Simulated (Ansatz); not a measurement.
Does relaxation matter for the field gradients of SnS2 with Ta replacing Sn?

Start: a supercell of SnS2 (CdI2 type, P-3m1) built from an entry of the Crystallography Open Database (COD), with all atoms left at the host's positions.

```yaml
crystal:
  lattice:
    - [10.91700, 0.00000, 0.00000]
    - [-5.45850, 9.45440, 0.00000]
    - [0.00000, 0.00000, 11.73600]
  atoms:
    - { symbol: Ta, position: [0.00000, 0.00000, 0.00000] }
    - { symbol: Sn, position: [0.00000, 0.00000, 0.50000] }
    - { symbol: Sn, position: [0.00000, 0.33333, 0.00000] }
    - { symbol: Sn, position: [0.00000, 0.33333, 0.50000] }
    - { symbol: Sn, position: [0.00000, 0.66667, 0.00000] }
    - { symbol: Sn, position: [0.00000, 0.66667, 0.50000] }
    - { symbol: Sn, position: [0.33333, 0.00000, 0.00000] }
    - { symbol: Sn, position: [0.33333, 0.00000, 0.50000] }
    - { symbol: Sn, position: [0.33333, 0.33333, 0.00000] }
    - { symbol: Sn, position: [0.33333, 0.33333, 0.50000] }
    - { symbol: Sn, position: [0.33333, 0.66667, 0.00000] }
    - { symbol: Sn, position: [0.33333, 0.66667, 0.50000] }
    - { symbol: Sn, position: [0.66667, 0.00000, 0.00000] }
    - { symbol: Sn, position: [0.66667, 0.00000, 0.50000] }
    - { symbol: Sn, position: [0.66667, 0.33333, 0.00000] }
    - { symbol: Sn, position: [0.66667, 0.33333, 0.50000] }
    - { symbol: Sn, position: [0.66667, 0.66667, 0.00000] }
    - { symbol: Sn, position: [0.66667, 0.66667, 0.50000] }
    - { symbol: S, position: [0.11111, 0.22222, 0.12500] }
    - { symbol: S, position: [0.11111, 0.22222, 0.62500] }
    - { symbol: S, position: [0.11111, 0.55556, 0.12500] }
    - { symbol: S, position: [0.11111, 0.55556, 0.62500] }
    - { symbol: S, position: [0.11111, 0.88889, 0.12500] }
    - { symbol: S, position: [0.11111, 0.88889, 0.62500] }
    - { symbol: S, position: [0.44444, 0.22222, 0.12500] }
    - { symbol: S, position: [0.44444, 0.22222, 0.62500] }
    - { symbol: S, position: [0.44444, 0.55556, 0.12500] }
    - { symbol: S, position: [0.44444, 0.55556, 0.62500] }
    - { symbol: S, position: [0.44444, 0.88889, 0.12500] }
    - { symbol: S, position: [0.44444, 0.88889, 0.62500] }
    - { symbol: S, position: [0.77778, 0.22222, 0.12500] }
    - { symbol: S, position: [0.77778, 0.22222, 0.62500] }
    - { symbol: S, position: [0.77778, 0.55556, 0.12500] }
    - { symbol: S, position: [0.77778, 0.55556, 0.62500] }
    - { symbol: S, position: [0.77778, 0.88889, 0.12500] }
    - { symbol: S, position: [0.77778, 0.88889, 0.62500] }
    - { symbol: S, position: [0.22222, 0.11111, 0.37500] }
    - { symbol: S, position: [0.22222, 0.11111, 0.87500] }
    - { symbol: S, position: [0.22222, 0.44444, 0.37500] }
    - { symbol: S, position: [0.22222, 0.44444, 0.87500] }
    - { symbol: S, position: [0.22222, 0.77778, 0.37500] }
    - { symbol: S, position: [0.22222, 0.77778, 0.87500] }
    - { symbol: S, position: [0.55556, 0.11111, 0.37500] }
    - { symbol: S, position: [0.55556, 0.11111, 0.87500] }
    - { symbol: S, position: [0.55556, 0.44444, 0.37500] }
    - { symbol: S, position: [0.55556, 0.44444, 0.87500] }
    - { symbol: S, position: [0.55556, 0.77778, 0.37500] }
    - { symbol: S, position: [0.55556, 0.77778, 0.87500] }
    - { symbol: S, position: [0.88889, 0.11111, 0.37500] }
    - { symbol: S, position: [0.88889, 0.11111, 0.87500] }
    - { symbol: S, position: [0.88889, 0.44444, 0.37500] }
    - { symbol: S, position: [0.88889, 0.44444, 0.87500] }
    - { symbol: S, position: [0.88889, 0.77778, 0.37500] }
    - { symbol: S, position: [0.88889, 0.77778, 0.87500] }
```

Atom numbers follow the list; atoms alike are taken as one site, whose name carries the number of the first.

The numbers come from a DFT calculation in Ansatz (PBE, plane waves and PAW, scalar-relativistic, 420 eV cutoff, Γ-centred 2×2×2 k-points, Fermi–Dirac smearing 0.01 eV, cell charge +1).

The largest force at the start is 1.1 eV/Å. Relaxing the ions at fixed cell moves them by 0.101 Å at most (atom 54, S) and 0.039 Å rms.

| site | atom | moved (Å) | first shell before | first shell after | V_zz before (10²¹ V/m²) | η before |
| --- | --- | --- | --- | --- | --- | --- |
| Ta | 1 | 0.000 | 6 S at 2.56 Å | 6 S at 2.48 Å | 1.18 | 0.00 |
| Sn2 | 2 | 0.000 | 6 S at 2.56 Å | 6 S at 2.57 Å | 0.91 | 0.00 |
| Sn3 | 3 | 0.004 | 6 S at 2.56 Å | 6 S at 2.56–2.61 Å | 1.80 | 0.82 |
| Sn4 | 4 | 0.004 | 6 S at 2.56 Å | 6 S at 2.57–2.58 Å | 0.92 | 0.25 |
| S19 | 19 | 0.101 | 2 Sn at 2.56 Å, 1 Ta at 2.56 Å | 1 Ta at 2.48 Å, 2 Sn at 2.61 Å | -4.80 | 0.57 |
| S20 | 20 | 0.023 | 3 Sn at 2.56 Å | 3 Sn at 2.57 Å | -4.19 | 0.01 |
| S21 | 21 | 0.036 | 3 Sn at 2.56 Å | 3 Sn at 2.57–2.58 Å | -4.80 | 0.14 |
| S22 | 22 | 0.021 | 3 Sn at 2.56 Å | 3 Sn at 2.58 Å | -4.03 | 0.02 |
| S25 | 25 | 0.020 | 3 Sn at 2.56 Å | 3 Sn at 2.56–2.60 Å | -5.15 | 0.04 |
| S26 | 26 | 0.020 | 3 Sn at 2.56 Å | 3 Sn at 2.57 Å | -4.28 | 0.01 |

Question: How do the gradients change?

Answer: 

```
site  atom  V_zz after  η after  change of V_zz
  Ta     1       -2.04     0.00           -3.22
 Sn2     2        0.62     0.00           -0.29
 Sn3     3        2.61     0.95           +0.81
 Sn4     4        0.66     0.42           -0.26
 S19    19       -6.70     0.23           -1.90
 S20    20       -3.51     0.02           +0.68
 S21    21       -4.18     0.11           +0.62
 S22    22       -3.34     0.02           +0.69
 S25    25       -4.70     0.07           +0.45
 S26    26       -3.64     0.01           +0.64
```

The largest change of V_zz is on Ta, from 1.18 to -2.04. In per cent, |V_zz| changes by -32 to +45 on Sn, -17 to +39 on S (all sites that start above 0.5, bar those whose gradient vanishes or changes sign or whose main axis turns by over 40°). Where |V_zz| stays above 0.1, η moves most on S19, from 0.57 to 0.23. V_zz changes sign on Ta (same axis). The table leaves out 2 of the 12 sites, with |V_zz| up to 1.19; their tensors move by 0.27 at most along any direction. The statements above cover all sites. The host's own positions weren't relaxed first, so part of the change far from the defect can be the host's relaxation.

The defect repeats with the cell of 54 atoms, so it feels its images: sites between two images don't show the values beside a lone defect, and zeros or small values of η there can come from the images' arrangement. S and Sn carry a gradient in the pure host already, so the values there aren't the defect's effect alone. A uniform background compensates the cell's charge. Without spin–orbit coupling the gradients at and beside Ta can be off by some per cent, at some sites by more. With these PAW files V_zz is typically within 2 to 3 % of all-electron values, but misses above 10 % occur on Ta. With a gap of 0.6 eV on this mesh, small gradients can still move by 0.1 × 10²¹ V/m² or more as the k-mesh gets denser.
Before: The neighbours have not yet relaxed around the defect (largest force 1.1 eV/Å), so a real crystal will differ.
After: The relaxation keeps the site symmetry -3m of the start, so the impurity can't leave its site; a start off the site could end lower.
